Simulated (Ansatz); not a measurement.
Consider the following.

BN:
```cif
data_B3N3
_chemical_formula_sum 'B3 N3'
_space_group_name_H-M_alt 'P6222'
_space_group_IT_number 180
_space_group_name_Hall 'P 62 2 (0 0 4)'
_cell_length_a 2.59518
_cell_length_b 2.59518
_cell_length_c 5.79885
_cell_angle_alpha 90.000
_cell_angle_beta 90.000
_cell_angle_gamma 120.000
loop_
_atom_site_label
_atom_site_type_symbol
_atom_site_symmetry_multiplicity
_atom_site_Wyckoff_symbol
_atom_site_fract_x
_atom_site_fract_y
_atom_site_fract_z
_atom_site_occupancy
B1 B 3 d 0.50000 0.00000 0.50000 1
N1 N 3 c 0.50000 0.00000 0.00000 1
```

This is the PBE+D3(BJ)-relaxed structure.

All from plane-wave PAW PBE+D3(BJ) (Ansatz code), unless another level is named. Give the smallest direct gap on the standard path.

6.25 eV.

And the HSE06 gap on the PBE+D3(BJ) cell?

5.01 eV.

Give the weight of the conduction-edge state by species (Voronoi cells).

B 58 %, N 42 %.

Space group P6_222. The cell is a constructed one: a structure type filled with these elements; neither database checked (COD, Materials Project) lists it. It is not the phase usual at ambient conditions (space group No. 186, 194, 216). Symmetry was held in the PBE+D3(BJ) relaxation; phonons on a q-mesh show no instability.

Potentials: the later of the program's two PAW sets.
